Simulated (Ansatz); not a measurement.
GaFe₃ (Cu3Au type, Pm-3m) under volume change, plane-wave PAW PBEsol (Ansatz code), scaled uniformly.

```tsv
V (Å³/atom)	E − E(relaxed) (meV/atom)	P (GPa)
10.599	64.4	21.42
10.948	27.0	13.09
11.298	(withheld)	(withheld)
11.647	0.0	-0.02
11.997	5.9	-5.22
12.346	(withheld)	(withheld)
12.695	48.1	-13.74
```

Question: Fill in the missing entries.

Answer: 
- 12.346, E − E(relaxed) (meV/atom): 22.3
- 12.346, P (GPa): -9.78
- 11.298, E − E(relaxed) (meV/atom): 6.4
- 11.298, P (GPa): 6.03

Question: What does a third-order Birch–Murnaghan fit give for V₀, B₀ and B′?

Answer: V₀ = 11.65 Å³/atom, B₀ = 188 GPa, B′ = 4.0.

The workflow started from an entry of the Crystallography Open Database (COD). Whether it is the stable phase at ambient conditions was not checked. Symmetry was held in the PBEsol relaxation; its stability against distortions is not shown here. Spin order of the final state: ferromagnetic, chosen from 4 collinear starts compared on coarse meshes (ties went to the first, and starts can fall back to one state), not a proven ground state.

Potentials: the later of the program's two PAW sets.
